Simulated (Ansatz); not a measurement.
Relaxed GaN (wurtzite):

```yaml
crystal:
  lattice:
    - [6.43675, 0.00000, 0.00000]
    - [-1.60919, 2.78720, 0.00000]
    - [0.00000, 0.00000, 5.24320]
  atoms:
    - { symbol: Ga, position: [0.33333, 0.33333, 0.00096] }
    - { symbol: Ga, position: [0.83333, 0.33333, 0.00096] }
    - { symbol: Ga, position: [0.16667, 0.66667, 0.50096] }
    - { symbol: Ga, position: [0.66667, 0.66667, 0.50096] }
    - { symbol: N, position: [0.33333, 0.33333, 0.62424] }
    - { symbol: N, position: [0.83333, 0.33333, 0.62424] }
    - { symbol: N, position: [0.16667, 0.66667, 0.12424] }
    - { symbol: N, position: [0.66667, 0.66667, 0.12424] }
```

The atoms are displaced by Q × the pattern below (from a DFPT mode at M = (0.5, 0.0, 0.0), largest move 1; Q in Å), at fixed cell. (q is in reciprocal vectors of the primitive cell; the cell shown is doubled to hold the pattern.)

```json
[
 {"atom": "Ga1", "x": "0.809", "y": "0.467", "z": "-0.358"},
 {"atom": "Ga2", "x": "-0.809", "y": "-0.467", "z": "0.358"},
 {"atom": "Ga3", "x": "0.809", "y": "0.467", "z": "0.358"},
 {"atom": "Ga4", "x": "-0.809", "y": "-0.467", "z": "-0.358"},
 {"atom": "N5", "x": "0.137", "y": "0.079", "z": "0.155"},
 {"atom": "N6", "x": "-0.137", "y": "-0.079", "z": "-0.155"},
 {"atom": "N7", "x": "0.137", "y": "0.079", "z": "-0.155"},
 {"atom": "N8", "x": "-0.137", "y": "-0.079", "z": "0.155"}
]
```

These are PBE (plane waves to 420 eV, PAW, scalar-relativistic; Ansatz, a program for electronic structure) values and carry that method's errors. k mesh 6×12×6 (Γ-centred), Fermi-Dirac smearing 0.05 eV. Energies are smeared free energies. GaN was relaxed with its symmetry unable to fall. ΔE is measured from the undisplaced structure.

| Q (Å) | ΔE (meV/cell) |
|---|---|
| -0.2800 | withheld |
| -0.2333 | 2545 |
| -0.1867 | 1634 |
| -0.1400 | 921 |
| -0.0933 | 410 |
| -0.0467 | 103 |
| 0.0000 | 0 |
| 0.0467 | 103 |
| 0.0933 | 410 |
| 0.1400 | 921 |
| 0.1867 | 1634 |
| 0.2333 | 2545 |
| 0.2800 | withheld |

Q: Fit an even polynomial form (powers 2, 4) to the given rows and predict ΔE at Q = -0.2800.

A: Least squares on the 11 given rows: ΔE = (47120)·Q² + (-6631)·Q⁴, in meV/cell with Q in Å; root-mean-square residual 0.2 meV/cell. At -0.2800 the fit gives 3653 meV/cell; the calculation gives 3652 meV/cell, so the extrapolation is off by 1 (+0.0 %). The quadratic term alone would give 3694 meV/cell.

(For displaced atoms, the force is minus the slope of the energy, and its curvature is a force constant, which sets phonon frequencies.)
